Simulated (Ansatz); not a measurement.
Values for one crystal, relaxed and computed with DFT-PBE in the program Ansatz with PAW potentials; other levels are named.

```yaml
volume_per_atom: 36.72 Å³
band_gap: 0.85 eV (indirect)
Formation energy from the elements (no fitted shifts): -0.37 eV/atom
hole_effective_mass: 0.62, 0.62, 0.80 mₑ (principal values)
smallest_direct_gap_on_the_standard_path: 1.30 eV
conduction_band_minimum: at X (3 equivalent valleys)
valence_band_maximum: at W
```

Problem. Pick the material that matches.
A. BeS, P6_422 (Be on 3c, S on 3d)
B. GaAs, zinc blende
C. AlN, zinc blende
D. PbS, zinc blende

Solution. D, PbS, zinc blende

Space group F-43m (zinc blende). The start of the workflow was typed in or built on a structure type; neither database checked (COD, Materials Project) lists it. It is not the phase usual at ambient conditions (space group No. 225). Symmetry was held in the PBE relaxation; its stability against distortions is not shown here. The references are the lowest solids computed at this level, not always the standard phases. Spin–orbit coupling is left out wherever it is not named.

Potentials: the earlier of the program's two PAW sets.
